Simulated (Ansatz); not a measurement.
Ca (fcc, Cu type)

Space group Fm-3m (No. 225); a = b = c = 5.569 Å, α = β = γ = 90.00°

```csv
atom,site,symmetry,x,y,z
Ca,4a,m-3m,0.0000,0.0000,0.0000
```
(The calculation used a cell of 1 atom; values per cell refer to that cell.)

E(V) scan at fixed shape, V₀ the volume above. Symmetry pins the atoms to their sites.

Level of theory: r2SCAN (plane waves to 500 eV, PAW, scalar-relativistic; Ansatz, a quantum-chemistry and plane-wave program). k mesh 14×14×14 (Γ-centred), Fermi-Dirac smearing 0.05 eV. Energies are smeared free energies. Ca was relaxed with its symmetry unable to fall. The PAW data are Ansatz's earlier set. The zero of ΔE is the relaxed starting cell. The last digit holds for this mesh only.

```
V (Å³/atom)  ΔE (meV/atom)
-----------  -------------
40.579                 9.5
41.010                 6.5
41.442                 4.1
41.874                 2.3
42.305                 1.0
42.737                 0.2
43.169                 0.0
43.600                 0.2
44.032                 0.9
44.464                 2.1
44.896                 3.6
45.327                 5.6
45.759                 8.0
```

Task: What bulk modulus B₀ follows from a third-order Birch-Murnaghan fit?

Result: 17.9 GPa.

Task: What is the fitted pressure derivative B₀′?

Result: 3.2.

(Under strain, the slope of the energy per volume gives the stress and its curvature an elastic modulus.)
